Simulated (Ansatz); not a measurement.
## Kick test of a cell of Bi3SbO3

The cell was found from a structure generator's guess, not taken from experiment.

Computed with Ansatz, DFT PBE, scalar-relativistic, plane waves, PAW. Settings: cutoff 420 eV, Γ-centred mesh 8×8×4 on the computed 7-atom cell, Gaussian smearing of 0.10 eV; no spin polarisation.

The cell below (7 atoms, space group P4mm (No. 99)) is relaxed within its symmetry.

```yaml
crystal:
  lattice:
    - [3.92198, 0.00000, 0.00000]
    - [0.00000, 3.92198, 0.00000]
    - [0.00000, 0.00000, 9.59576]
  atoms:
    - { symbol: Sb, position: [0.00000, 0.00000, 0.31046] }
    - { symbol: Bi, position: [0.50000, 0.50000, 0.99090] }
    - { symbol: Bi, position: [0.00000, 0.00000, 0.72432] }
    - { symbol: Bi, position: [0.50000, 0.50000, 0.48078] }
    - { symbol: O, position: [0.50000, 0.00000, 0.85898] }
    - { symbol: O, position: [0.00000, 0.50000, 0.85898] }
    - { symbol: O, position: [0.00000, 0.00000, 0.10248] }
```

For the test it was strained at random (σ = 1.5 % a component), the atoms were moved at random (σ = 0.10 Å), and all was relaxed again on a coarse 6×6×2 mesh (in the run’s order of axes) with 0.20 eV smearing, with no symmetry imposed.

No dispersion correction is applied, so the spacing and binding between layers, chains or molecules are poorly described. Spin–orbit coupling, which can matter for Bi and Sb, is left out.

**Question.** Does it come back?

**Answer.** It doesn't return. The energy falls by 64 meV/atom on that mesh, the volume changes by 3.2 %, and the end has space group Pm (No. 6) at a loose tolerance. Relaxed again on an 8×8×4 mesh with 0.10 eV smearing, the new structure lies 56 meV/atom below the first (mesh in the axes of the run's cell; the cell below is made exact in the group named). Space group Pm (No. 6), monoclinic, a = 4.332 Å, b = 3.723 Å, c = 9.480 Å, β = 92.8°. Sb is surrounded by 1 O at 2.03 Å and 2 Bi at 3.04 Å; Bi on its first site has 1 O at 2.21 Å, 4 O at 2.39–2.41 Å and 1 O at 2.67 Å; around Bi on its second site lie 3 O at 2.28–2.32 Å and 1 O at 2.51 Å; around O on its first site lie 4 Bi at 2.28–2.51 Å and 5 O at 2.82–2.94 Å; 3 more sites not described.

```
CELL_PARAMETERS angstrom
4.33190 0.00000 0.00000
0.00000 3.72320 0.00000
-0.45607 0.00000 9.46928
ATOMIC_POSITIONS crystal
Sb 0.01384 0.00000 0.70560
Bi 0.55413 0.50000 0.00566
Bi 0.01125 0.00000 0.27079
Bi 0.61383 0.50000 0.52041
O 0.53006 0.00000 0.16321
O 0.00688 0.50000 0.12428
O 0.77002 0.00000 0.88314
```
